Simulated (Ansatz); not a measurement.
WC (zinc blende, F-43m), r²SCAN (plane waves, PAW; program Ansatz), all energies at zero smearing, with the estimated change up to a 700 eV cutoff added, with one set of potentials and settings (totals compare only within such a set). Cell of 2 atoms (1 W, 1 C): -10647.954 eV.

```tsv
element	reference phase	E (eV/atom)
W	Im-3m, 1 atoms in the cell	-10397.2967
C	P6_3/mmc, 4 atoms in the cell	-251.6711
```

Formation energy per atom, worked out: (-10647.954 − 1×(-10397.2967) − 1×(-251.6711))/2 = 0.507 eV/atom (49 kJ per mol of atoms), at 0 K, without zero-point energy or fitted corrections.

The start of the workflow was typed in or built on a structure type; neither database checked (COD, Materials Project) lists it. It is not the phase usual at ambient conditions (space group No. 187). The r²SCAN relaxation kept the symmetry of its start; whether a distortion lowers the energy is not shown. The run is not spin-polarised. Its formation energy is positive at this level, so the cell may be metastable or incomplete. The references are the lowest solids computed at this level, not always the standard phases. Spin–orbit coupling is left out wherever it is not named.

Potentials: the later of the program's two PAW sets.
